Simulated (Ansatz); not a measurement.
Values for one crystal, relaxed and computed with DFT-r²SCAN in the program Ansatz with PAW potentials; other levels are named.

```yaml
volume_per_atom: 19.08 Å³
electronic_character: metallic (no gap)
Density of states at the Fermi level: 0.26 states/eV per atom (mean over ±0.08 eV)
Pressure derivative B′: 5.6
Gap with spin–orbit coupling: none (metallic)
Bulk modulus (Birch–Murnaghan fit): 85.4 GPa
```

Pick the material that matches.
(A) Ir, bcc (W type)
(B) Rh, fcc (Cu type)
(C) Ag, β-Sn type
(D) Mo, bcc (W type)

C, Ag, β-Sn type

Space group I4_1/amd (β-Sn type). The start of the workflow was typed in or built on a structure type; neither database checked (COD, Materials Project) lists it. It is not the phase usual at ambient conditions (space group No. 225). Symmetry was held in the r²SCAN relaxation; its stability against distortions is not shown here. No spin polarisation was allowed. Scalar-relativistic: spin–orbit coupling is off unless named, which matters more the heavier the elements.

Potentials: the earlier of the program's two PAW sets.
